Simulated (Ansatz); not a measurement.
# HfSi₂O₆: rattling a relaxed structure

The structure comes from a generated guess, relaxed at this level; another structure or a mixture of phases may lie lower.

Level of theory: DFT PBE, scalar-relativistic, plane waves, PAW (Ansatz 0.2.0). Cutoff 420 eV; k points 6×6×4 on the computed 9-atom cell (Γ-centred); Gaussian smearing, width 0.02 eV; no spin polarisation.

The cell below (9 atoms, space group C222 (No. 21)) is relaxed within its symmetry.

```
Hf Si O
1.0
     2.60787   -4.94798    0.00000
     2.60787    4.94798    0.00000
     0.00000    0.00000    6.01964
Hf Si O
1 2 6
Direct
  0.50000 0.50000 0.00000
  0.50000 0.00000 0.34434
  0.00000 0.50000 0.65566
  0.82331 0.58897 0.81125
  0.22341 0.77659 0.50000
  0.58897 0.82331 0.18875
  0.17669 0.41103 0.81125
  0.77659 0.22341 0.50000
  0.41103 0.17669 0.18875
```

For the test it was strained at random (σ = 1.5 % a component), the atoms were moved at random (σ = 0.05 Å), and all was relaxed again on a coarse 4×4×2 mesh (in the run’s order of axes) with 0.10 eV smearing, with no symmetry imposed.

These runs have no spin–orbit coupling, which can matter for Hf.

Task: Does it come back?

Result: It doesn't return. The energy falls by 7 meV/atom on that mesh, the volume changes by -5.8 %, and the end has space group C2 (No. 5) at a loose tolerance. Relaxed again on a 6×6×4 mesh with 0.02 eV smearing, the new structure lies 7 meV/atom below the first (mesh in the axes of the run's cell; the cell below is made exact in the group named). Space group C2 (No. 5), monoclinic, a = 9.911 Å, b = 5.008 Å, c = 5.881 Å, β = 91.8°. Around Hf lie 4 O at 1.94–1.96 Å; around Si lie 4 O at 1.63–1.64 Å; around O on its first site lie 1 Si at 1.63 Å and 1 Hf at 1.94 Å; O on its second site is surrounded by 2 Si at 1.64 Å; 1 more site not described.

```yaml
crystal:
  lattice:
    - [4.95530, -2.50390, 0.00000]
    - [4.95530, 2.50390, 0.00000]
    - [-0.18269, 0.00000, 5.87839]
  atoms:
    - { symbol: Hf, position: [0.45899, 0.54101, 0.50000] }
    - { symbol: Si, position: [0.01494, 0.47899, 0.84485] }
    - { symbol: Si, position: [0.52101, 0.98506, 0.15515] }
    - { symbol: O, position: [0.57151, 0.20759, 0.29751] }
    - { symbol: O, position: [0.84742, 0.69226, 0.06935] }
    - { symbol: O, position: [0.79241, 0.42849, 0.70249] }
    - { symbol: O, position: [0.37165, 0.87400, 0.31724] }
    - { symbol: O, position: [0.30774, 0.15258, 0.93065] }
    - { symbol: O, position: [0.12600, 0.62835, 0.68276] }
```
